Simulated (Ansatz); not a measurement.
The cell below belongs to a search over invented structures; it isn't taken from experiment.

Input and command of a plane-wave DFT calculation in Ansatz:

```yaml
crystal:
  lattice:
    - [3.9, 0.0, 0.0]
    - [0.0, 3.9, 0.0]
    - [0.0, 0.0, 11.94]
  atoms:
    - { symbol: Be, position: [0.5, 0.5, 0.17] }
    - { symbol: Be, position: [0.0, 0.0, 0.408] }
    - { symbol: Zn, position: [0.0, 0.0, 0.0] }
    - { symbol: Te, position: [0.5, 0.0, 0.289] }
    - { symbol: Te, position: [0.0, 0.5, 0.528] }
    - { symbol: Te, position: [0.5, 0.0, 0.856] }
    - { symbol: Te, position: [0.5, 0.5, 0.692] }
    - { symbol: S, position: [0.0, 0.5, 0.104] }
basis:
  ecutwfc: 420
kpoints:
  mp_grid: { grid: [4, 4, 2] }
hamiltonian:
  xc: pbe
scf:
  occupations: { method: gaussian, width: 0.2 }
  lower_state_search: "off"
output:
  forces: true
  stress: true
  eigenvalues: true
relax:
  adjacent_minimum: "off"
  f_tol: 0.08
  max_steps: 16
  cell: { stress_tol: 0.8 }
```

```bash
ansatz run input.yaml --threads 1 --pin off --max-ram 2560MiB --backend cpu --events-out ev --progress --plain --runs-dir out
```

Processor: Intel(R) Xeon(R) Processor @ 2.50GHz (Skylake/Cascade Lake), 1 thread, on a host shared with other jobs.

Question: Estimate time, memory and problem size.

Answer: About 5.4 min, peak memory 0.52 GiB. It solves 52 bands at 18 k points (after reduction by symmetry) with about 3981 plane waves (on the last cell), in 80 SCF iterations over 10 ionic steps.
